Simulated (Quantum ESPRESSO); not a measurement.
# Band energies of KTaO$_{3}$

```
CELL_PARAMETERS angstrom
      3.99488     0.00000     0.00000
      0.00000     3.99488     0.00000
      0.00000     0.00000     3.99488
ATOMIC_POSITIONS crystal
  O  0.00000 0.50000 0.00000
  O  0.50000 0.00000 0.00000
  O  0.00000 0.00000 0.50000
  K  0.50000 0.50000 0.50000
  Ta 0.00000 0.00000 0.00000
```

LDA (Quantum ESPRESSO, PseudoDojo norm-conserving, 84 Ry, without SOC); path ΓXMΓRX,MR; energies in eV from the valence-band maximum.

```csv
k (1/Å),point,band 16,band 17,band 18,band 19,band 20,band 21,band 22,band 23
0.00,Γ,-1.06,-1.06,-0.64,-0.64,-0.64,2.08,2.08,2.08
0.20,,-1.31,-1.14,-1.08,-0.73,-0.73,2.10,2.57,2.57
0.39,,-1.81,-1.68,-1.31,-0.80,-0.80,2.16,3.58,3.58
0.79,X,-2.34,-2.16,-1.54,-0.87,-0.87,2.24,4.94,4.94
0.98,,-2.40,-1.82,-1.17,-1.16,-1.10,2.70,4.95,5.06
1.38,,-2.76,-1.64,-1.49,-1.43,-0.16,4.60,4.98,5.98
1.57,M,-2.85,-1.68,-1.43,-1.43,-0.04,4.98,4.98,6.26
1.76,,-2.77,-1.65,-1.49,-1.42,-0.14,4.79,4.82,5.99
2.13,,-2.17,-1.57,-1.32,-1.30,-0.67,3.55,3.71,4.37
2.31,,-1.70,-1.35,-1.17,-1.02,-0.88,2.84,2.98,3.39
2.69,Γ,-1.06,-1.06,-0.64,-0.64,-0.64,2.08,2.08,2.08
2.86,,-1.29,-1.02,-0.93,-0.77,-0.77,2.31,2.35,2.35
3.03,,-1.84,-1.61,-0.94,-0.94,-0.92,2.86,2.98,2.98
3.37,,-3.02,-3.02,-0.83,-0.83,-0.56,4.35,4.48,4.48
3.54,,-3.43,-3.43,-0.59,-0.59,-0.35,5.08,5.20,5.20
3.88,,-3.85,-3.85,-0.09,-0.09,-0.05,6.19,6.24,6.24
4.05,R,-3.90,-3.90,0.00,0.00,0.00,6.40,6.40,6.40
4.21,,-3.87,-3.84,-0.09,-0.07,-0.03,6.17,6.26,6.30
4.52,,-3.61,-3.26,-0.66,-0.52,-0.32,4.91,5.60,5.72
4.68,,-3.37,-2.66,-0.94,-0.85,-0.59,4.09,5.30,5.39
5.00,,-2.43,-1.75,-1.33,-1.18,-0.98,2.55,4.98,4.99
5.16,X,-2.34,-2.16,-1.54,-0.87,-0.87,2.24,4.94,4.94
5.16,M,-2.85,-1.68,-1.43,-1.43,-0.04,4.98,4.98,6.26
5.47,,-3.37,-3.16,-0.77,-0.77,-0.03,5.34,5.34,6.31
5.63,,-3.65,-3.65,-0.37,-0.37,-0.01,5.76,5.76,6.35
5.95,R,-3.90,-3.90,0.00,0.00,0.00,6.40,6.40,6.40
```

The LDA gap is indirect, 2.08 eV, from R to Γ; the smallest direct gap is 2.72 eV.

Without spin-orbit coupling, band edges of such heavy elements can be off by tenths of an eV. The cell is held in this high symmetry; tilts and polar distortions were not searched.

Geometry of the Materials Project entry, not relaxed at this level.
